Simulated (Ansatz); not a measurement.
Sn4As3:
```yaml
crystal:
  lattice:
    - [2.05313, 1.18538, 12.17107]
    - [-2.05313, 1.18538, 12.17107]
    - [0.00000, -2.37075, 12.17107]
  atoms:
    - { symbol: Sn, position: [0.63527, 0.63527, 0.63527] }
    - { symbol: Sn, position: [0.36473, 0.36473, 0.36473] }
    - { symbol: Sn, position: [0.78915, 0.78915, 0.78915] }
    - { symbol: Sn, position: [0.21085, 0.21085, 0.21085] }
    - { symbol: As, position: [0.07012, 0.07012, 0.07012] }
    - { symbol: As, position: [0.92988, 0.92988, 0.92988] }
    - { symbol: As, position: [0.50000, 0.50000, 0.50000] }
```

Relaxed with r²SCAN. Special points in fractions of this cell's reciprocal vectors: Γ (0.000, 0.000, 0.000); T (0.500, 0.500, 0.500); H2 (0.827, 0.173, 0.500); H0 (0.500, -0.173, 0.173); L (0.500, 0.000, 0.000); S0 (0.336, -0.336, 0.000); S2 (0.664, 0.000, 0.336); F (0.500, 0.000, 0.500).

Q: List the band energies nearest the Fermi level at these points for r²SCAN (plane waves, PAW; program Ansatz).

A: In eV from the Fermi level; about four levels below and three above (degenerate sets whole), none deeper than 8.9 eV; points with the same levels are listed once.

| k | below | above |
|---|---|---|
| Γ | -1.08 -1.08 -0.14 -0.05 | 0.78 1.36 1.36 |
| T | -1.18 -1.18 -1.09 -1.09 | 0.54 0.75 1.65 1.65 |
| H2 | -2.48 -2.30 -1.11 -1.09 | 1.22 1.27 2.61 |
| L | -2.86 -2.40 -2.36 -1.79 | 0.27 0.38 1.00 |
| S0 | -2.70 -2.15 -1.35 -0.75 | 0.81 1.92 1.93 |
| F | -2.18 -1.95 -1.16 -0.89 | 0.14 1.83 2.06 |

Space group R-3m. The workflow started from a Materials Project entry (that database holds measured and hypothetical structures alike); the Crystallography Open Database files this formula in space group No. 166, but the cells were not matched. Whether it is the stable phase at ambient conditions was not checked. The r²SCAN relaxation kept the symmetry of its start; its stability against distortions is not shown here. Spin–orbit coupling is left out wherever it is not named.

Potentials: the later of the program's two PAW sets.
